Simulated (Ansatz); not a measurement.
HfW₂:
Space group Fd-3m, origin choice 1 (No. 227); a = b = c = 7.5859 Å, α = β = γ = 90.00°

```
atom  site  symmetry       x       y       z
----  ----  --------  ------  ------  ------
Hf      8b      -43m  0.5000  0.5000  0.5000
W      16c      .-3m  0.1250  0.1250  0.1250
```
(The calculation used a cell of 6 atoms; values per cell refer to that cell.)

Relaxed with r²SCAN.

Task: Which orbitals make up the states near the Fermi level in DFT-r²SCAN in the program Ansatz with PAW potentials?

Result: Within 0.5 eV of the Fermi level: W 5d 56 %, Hf 5d 29 %, W 6s 6 %, outside the projected shells 7 %. Projections are on Löwdin-orthogonalised atomic valence shells; empty p or d shells of many metals are not among them.

Task: Tabulate the density of states.

Result: States/eV per cell of 6 atoms, in 0.25 eV bins, energy from the Fermi level.

| E (eV) | total | W 5d | Hf 5d | W 6s |
|---|---|---|---|---|
| -7.85 | 0.37 | 0.02 | 0.00 | 0.23 |
| -7.60 | 0.45 | 0.03 | 0.00 | 0.28 |
| -7.35 | 0.53 | 0.04 | 0.01 | 0.33 |
| -7.10 | 0.63 | 0.06 | 0.01 | 0.39 |
| -6.85 | 0.78 | 0.10 | 0.02 | 0.48 |
| -6.60 | 1.03 | 0.17 | 0.03 | 0.63 |
| -6.35 | 0.99 | 0.17 | 0.05 | 0.61 |
| -6.10 | 0.92 | 0.17 | 0.06 | 0.55 |
| -5.85 | 1.06 | 0.36 | 0.07 | 0.49 |
| -5.60 | 1.20 | 0.55 | 0.09 | 0.41 |
| -5.35 | 1.78 | 0.89 | 0.13 | 0.30 |
| -5.10 | 2.81 | 1.10 | 0.31 | 0.66 |
| -4.85 | 2.88 | 1.02 | 0.45 | 0.81 |
| -4.60 | 3.76 | 2.21 | 0.58 | 0.51 |
| -4.35 | 5.84 | 3.30 | 0.87 | 0.72 |
| -4.10 | 6.96 | 4.47 | 1.07 | 0.57 |
| -3.85 | 3.92 | 2.67 | 0.60 | 0.38 |
| -3.60 | 3.66 | 2.61 | 0.51 | 0.39 |
| -3.35 | 3.81 | 2.81 | 0.48 | 0.38 |
| -3.10 | 3.58 | 2.67 | 0.49 | 0.29 |
| -2.85 | 3.19 | 2.49 | 0.39 | 0.19 |
| -2.60 | 7.34 | 5.93 | 0.84 | 0.36 |
| -2.35 | 10.17 | 8.34 | 0.93 | 0.49 |
| -2.10 | 7.04 | 5.72 | 0.74 | 0.26 |
| -1.85 | 6.22 | 4.81 | 0.91 | 0.23 |
| -1.60 | 6.50 | 4.74 | 1.16 | 0.28 |
| -1.35 | 9.80 | 6.58 | 2.21 | 0.39 |
| -1.10 | 10.73 | 6.19 | 3.20 | 0.47 |
| -0.85 | 9.00 | 4.44 | 3.36 | 0.42 |
| -0.60 | 5.83 | 2.35 | 2.59 | 0.26 |
| -0.35 | 2.20 | 0.97 | 0.80 | 0.14 |
| -0.10 | 2.54 | 1.47 | 0.72 | 0.12 |
| 0.15 | 2.04 | 1.35 | 0.43 | 0.12 |
| 0.40 | 2.25 | 1.43 | 0.52 | 0.13 |
| 0.65 | 2.48 | 1.52 | 0.65 | 0.12 |
| 0.90 | 2.83 | 1.66 | 0.87 | 0.10 |
| 1.15 | 5.70 | 3.55 | 1.66 | 0.13 |
| 1.40 | 8.95 | 4.75 | 3.49 | 0.16 |
| 1.65 | 4.54 | 2.42 | 1.61 | 0.10 |
| 1.90 | 4.62 | 2.49 | 1.82 | 0.04 |
| 2.15 | 3.53 | 1.77 | 1.47 | 0.04 |
| 2.40 | 2.15 | 1.09 | 0.87 | 0.02 |
| 2.65 | 4.30 | 3.28 | 0.85 | 0.02 |
| 2.90 | 7.09 | 5.33 | 1.39 | 0.06 |
| 3.15 | 5.90 | 4.35 | 1.21 | 0.06 |
| 3.40 | 6.72 | 4.80 | 1.57 | 0.07 |
| 3.65 | 6.90 | 4.66 | 1.86 | 0.07 |
| 3.90 | 6.08 | 3.42 | 2.29 | 0.06 |
| 4.15 | 4.43 | 2.45 | 1.54 | 0.07 |

The workflow started from a Materials Project entry (that database holds measured and hypothetical structures alike); the Crystallography Open Database files this formula in space group No. 227, but the cells were not matched. Its standing as an ambient phase is unchecked. The cell was relaxed with r²SCAN under the symmetry of its start; its stability against distortions is not shown here. No spin polarisation was allowed. Spin–orbit coupling is left out wherever it is not named.

Potentials: the later of the program's two PAW sets.
